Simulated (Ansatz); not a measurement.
The relaxed structure here is a generated cell of WC: the first start was made by placing the elements on the sites of a structure type, and the end was not matched to a known phase here, so it may be hypothetical. Known forms of WC include space group No. 187.

One starting cell of WC (a generated cell, WC built in the AFLOW prototype AB_hP12_194_df_ce (B18, as in CuS)) was relaxed twice with Ansatz (plane waves, PAW, scalar-relativistic): with r2SCAN at 500 eV and with PBE at 420 eV. The r2SCAN result:

```yaml
crystal:
  lattice:
    - [3.51126, 0.00000, 0.00000]
    - [-1.75563, 3.04084, 0.00000]
    - [0.00000, 0.00000, 13.68153]
  atoms:
    - { symbol: W, position: [0.33333, 0.66667, 0.75000] }
    - { symbol: W, position: [0.66667, 0.33333, 0.25000] }
    - { symbol: W, position: [0.33333, 0.66667, 0.09370] }
    - { symbol: W, position: [0.66667, 0.33333, 0.59370] }
    - { symbol: W, position: [0.66667, 0.33333, 0.90630] }
    - { symbol: W, position: [0.33333, 0.66667, 0.40630] }
    - { symbol: C, position: [0.33333, 0.66667, 0.25000] }
    - { symbol: C, position: [0.66667, 0.33333, 0.75000] }
    - { symbol: C, position: [0.00000, 0.00000, 0.09782] }
    - { symbol: C, position: [0.00000, 0.00000, 0.59782] }
    - { symbol: C, position: [0.00000, 0.00000, 0.90218] }
    - { symbol: C, position: [0.00000, 0.00000, 0.40218] }
```

| quantity | r2SCAN | PBE |
|---|---|---|
| space group | P6₃/mmc | P6₃/mmc |
| volume (Å³/atom) | 12.17 | ___ |
| a (Å) | 3.511 | ___ |
| c (Å) | 13.682 | ___ |
| gap (eV, no spin-orbit coupling) | 0.00 | ___ |

### Question
What does PBE give for the same quantities?

### Answer

- volume (Å³/atom), PBE: 12.28
- a (Å), PBE: 3.530
- c (Å), PBE: 13.655
- gap (eV, no spin-orbit coupling), PBE: 0.00

Both levels end in the same structure; PBE's volume is 0.9 % larger. Neither column is exact.

No spin polarisation in the result.

The run could not lose the symmetry of its start: the end is stationary, and may be a saddle point rather than a minimum.

Ansatz is a program for electronic structure.
